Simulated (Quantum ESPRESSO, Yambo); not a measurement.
**WO3: DFT and GW levels**

```xyz
8
Lattice="5.3250 0.0000 0.0000 0.0000 5.3250 0.0000 0.0000 0.0000 3.9445" Properties=species:S:1:pos:R:3 pbc="T T T"
O      2.6625     0.0000     1.9296
O      0.0000     2.6625     2.0149
O      1.3313     1.3313     0.0000
O      1.3313     3.9938     0.0000
O      3.9938     3.9938     0.0000
O      3.9938     1.3313     0.0000
W      2.6625     0.0000     3.6874
W      0.0000     2.6625     0.2571
```

The geometry is that of Materials Project entry mp-19443, symmetrised and not relaxed again.

Starting point: norm-conserving PBEsol (Quantum ESPRESSO, 84 Ry, no spin-orbit coupling). G0W0 in Yambo: 2×2×4 Γ-centred k mesh, bands 3 to 217 and a 8 Ry block in the screening, 217 bands in G with the Bruneval-Gonze terminator, plasmon pole fitted at 27.2 eV.

```yaml
PBEsol gap along the band path: 0.58 eV
PBEsol gap between the mesh's edge points (Z → Γ): 0.58 eV
G0W0 gap between the same points: 1.71 eV
PBEsol smallest direct gap on the mesh (at Γ): 0.59 eV
G0W0 direct gap at that point: 1.72 eV
```

| k point | band | E PBEsol (eV) | E QP (eV) | shift (eV) | Z |
|---|---|---|---|---|---|
| Γ | VB | -0.01 | -0.23 | -0.23 | 0.76 |
| Γ | CB | 0.58 | 1.49 | 0.91 | 0.81 |
| Z | VB | 0.00 | -0.22 | -0.22 | 0.76 |
| Z | CB | 0.59 | 1.50 | 0.91 | 0.81 |
| X | VB | -0.79 | -1.09 | -0.30 | 0.76 |
| X | CB | 3.08 | 4.08 | 1.00 | 0.79 |
| R | VB | -0.61 | -0.88 | -0.27 | 0.76 |
| R | CB | 3.40 | 4.35 | 0.95 | 0.76 |
| M | VB | -1.39 | -1.70 | -0.31 | 0.76 |
| M | CB | 1.61 | 2.57 | 0.96 | 0.80 |
| A | VB | -0.31 | -0.56 | -0.25 | 0.75 |
| A | CB | 3.85 | 5.00 | 1.15 | 0.78 |

Energies count from the PBEsol valence-band maximum.

Nearest settings tried, and what they do to the gap: 142 bands in G: +14 meV; 142 bands in W, 142 bands in G: +52 meV; 7 Ry block (243 vectors against 323): -10 meV; 2×2×2 mesh: -122 meV. So the settings aren't converged at that level.

Without spin-orbit coupling, band edges of such heavy elements can be off by tenths of an eV.
